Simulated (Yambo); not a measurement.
Yambo run on VAg₃O₄ (space group I-42m, No. 121). The wavefunctions are PBEsol (Quantum ESPRESSO, PseudoDojo norm-conserving, 84 Ry, no spin-orbit coupling) ones on a 4×4×4 mesh (47 occupied bands); a = b = c = 6.021 Å, α = β = 131.34°, γ = 71.27°.

Yambo input:

```
rim_cut
HF_and_locXC
RandQpts= 1000000
RandGvec= 1 Ry
EXXRLvcs= 84 Ry
VXCRLvcs= 336 Ry
% QPkrange
 1 | 1 | 47 | 48 |
 3 | 3 | 47 | 48 |
 6 | 6 | 47 | 48 |
 8 | 8 | 47 | 48 |
 11 | 11 | 47 | 48 |
%
```

k points by index: 1 = Γ, 3 = X, 6 = N, 8 = P, 11 = (0.25, -0.25, 0.25).

Resulting energies as the program prints them:

```
#    K-point    Band    Eo [eV]    Ehf [eV]    Vxc [eV]    Vnlxc [eV]
#
    1    47    -0.250228    -5.895303    -23.61416    -29.25924
    1    48    0.403441    4.441345    -12.05711    -8.019207
    3    47    -0.186275    -5.564582    -22.98222    -28.36053
    3    48    2.362687    8.599480    -20.22558    -13.98879
    6    47    -0.114030    -5.349732    -23.21187    -28.44757
    6    48    2.151581    8.011161    -19.29141    -13.43183
    8    47    -0.162751    -5.565917    -23.12616    -28.52932
    8    48    2.517869    8.965665    -21.56892    -15.12113
    11    47    0.000000    -5.335391    -23.40681    -28.74220
    11    48    1.948614    7.407140    -17.35340    -11.89487
```
Exchange alone, without screening.

Geometry of the Materials Project entry, not relaxed at this level.

The runs are not spin-polarised; magnetic order was not tried.
